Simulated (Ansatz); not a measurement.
Given:

CaO:
Space group F-43m (No. 216); a = 5.214 Å, b = 5.214 Å, c = 5.214 Å, α = 90.00°, β = 90.00°, γ = 90.00°

```json
[
 {"atom": "Ca", "site": "4a", "symmetry": "-43m", "x": "0.0000", "y": "0.0000", "z": "0.0000"},
 {"atom": "O", "site": "4d", "symmetry": "-43m", "x": "0.7500", "y": "0.7500", "z": "0.7500"}
]
```
(The calculation used a cell of 2 atoms; values per cell refer to that cell.)

This is the r²SCAN-relaxed structure.

Q: All from r²SCAN in the plane-wave PAW code Ansatz, unless another level is named. Give the smallest direct gap on the standard path.

A: 4.37 eV.

Q: What about the valence-band maximum?

A: at W.

Q: Give the weight of the conduction-edge state by species (Voronoi cells).

A: Ca 54 %, O 46 %.

The start of the workflow was typed in or built on a structure type; neither database checked (COD, Materials Project) lists it. It is not the phase usual at ambient conditions (space group No. 225). The r²SCAN relaxation kept the symmetry of its start; whether a distortion lowers the energy is not shown.

Potentials: the earlier of the program's two PAW sets.
